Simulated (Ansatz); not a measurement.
Data:

Relaxed Li (bcc, W type):

```xyz
2
Lattice="-3.4348 3.4348 3.4348 1.7174 -1.7174 1.7174 1.7174 1.7174 -1.7174" Properties=species:S:1:pos:R:3 pbc="T T T"
Li     0.0000     0.0000     0.0000
Li    -1.7174     1.7174     1.7174
```

A phonon eigenvector at N = (0.5, 0.0, 0.0) is frozen into this cell: atom i moves by Q times the vector below, so Q is the largest atomic displacement, in Å. The cell is held. (q is in reciprocal vectors of the primitive cell; the cell shown is doubled to hold the pattern.)

```json
[
 {"atom": "Li1", "x": "1.000", "y": "0.000", "z": "0.000"},
 {"atom": "Li2", "x": "-1.000", "y": "0.000", "z": "0.000"}
]
```

All values below come from PBE (plane waves to 420 eV, PAW, scalar-relativistic; Ansatz, a first-principles code). k mesh 19×19×19 (Γ-centred), Fermi-Dirac smearing 0.05 eV. Energies are smeared free energies. With partly filled bands, energies and forces of such displacements shift with the k mesh and the smearing. Li was relaxed with its symmetry unable to fall. The PAW data are Ansatz's earlier set. ΔE is measured from the undisplaced structure.

The scan covers Q from -0.280 to 0.280 Å in 13 points.

**Question.** Which space group does the distorted structure have?

**Answer.** Cmcm (No. 63), lowered from Im-3m.

**Question.** Is this a single well or a double well?

**Answer.** A single well with its minimum at or next to zero displacement.

**Question.** What is the energy change at Q = 0.280 Å?

**Answer.** 70 meV/cell.

**Question.** What harmonic wavenumber does the curvature at Q = 0 give?

**Answer.** 187 cm⁻¹.

(For displaced atoms, the force is minus the slope of the energy, and its curvature is a force constant, which sets phonon frequencies.)
